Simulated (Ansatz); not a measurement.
GaCuSe2 (chalcopyrite)

```
GaCuSe2
1.0
   -2.83594     2.83594     5.63126
    2.83594    -2.83594     5.63126
    2.83594     2.83594    -5.63126
Cu Ga Se
2 2 4
Cartesian
  0.00000   2.83594   2.81563
  0.00000   0.00000   0.00000
  2.83594   0.00000   2.81563
  0.00000   0.00000   5.63126
  1.41797   1.38281  -1.40782
  1.41797   1.45313   4.22345
  1.45313  -1.41797   7.03908
  1.38281   4.25392   1.40782
```

This relaxed cell (volume V₀) is scaled evenly in all directions, its shape held. The atoms relax within the cell's symmetry.

These are PBE (plane waves to 420 eV, PAW, scalar-relativistic; Ansatz, a first-principles code) values and carry that method's errors. k mesh 8×8×8 (Γ-centred), Fermi-Dirac smearing 0.05 eV. The energy includes the smearing's −TS. Stress and pressure are positive under compression. With the shape held, the modulus is that of even scaling; a crystal free to change shape is softer. At this level the bands of GaCuSe2 touch or barely overlap; measurements give the solid a gap. GaCuSe2 is run without spin polarisation. GaCuSe2 was relaxed with its symmetry unable to fall. ΔE is measured from the relaxed starting cell. The last digit holds for this mesh only.

```csv
V (Å³/atom),ΔE (meV/atom)
19.022,152.7
19.746,90.8
20.471,47.6
21.196,19.8
21.920,4.6
22.645,0.0
23.370,4.1
24.094,15.4
24.819,withheld
25.543,55.0
26.268,81.4
```

Problem. Fit a third-order Birch-Murnaghan form (E₀, V₀, B₀, B₀′ free) to the given rows and predict ΔE at V = 24.819.

Solution. Least squares on the 10 given rows: ΔE = E₀ + (9V₀B₀/16)·y²·[2 + (B₀′ − 4)y], y = (V₀/V)^(2/3) − 1, with V₀ = 22.644 Å³/atom, B₀ = 60.08 GPa (160.2 GPa = 1 eV/Å³; the term in eV is multiplied by 1000), B₀′ = 4.86, E₀ = -0.01 meV/atom; root-mean-square residual 0.03 meV/atom. At 24.819 the fit gives 32.7 meV/atom; the calculation gives 32.8 meV/atom, so the interpolation is off by -0.1 (-0.3 %). For the pressure the fit gives -4.4 GPa against the computed -4.4 GPa.

(A scan under strain: stresses follow from slopes of the energy per volume, elastic moduli from its curvatures.)
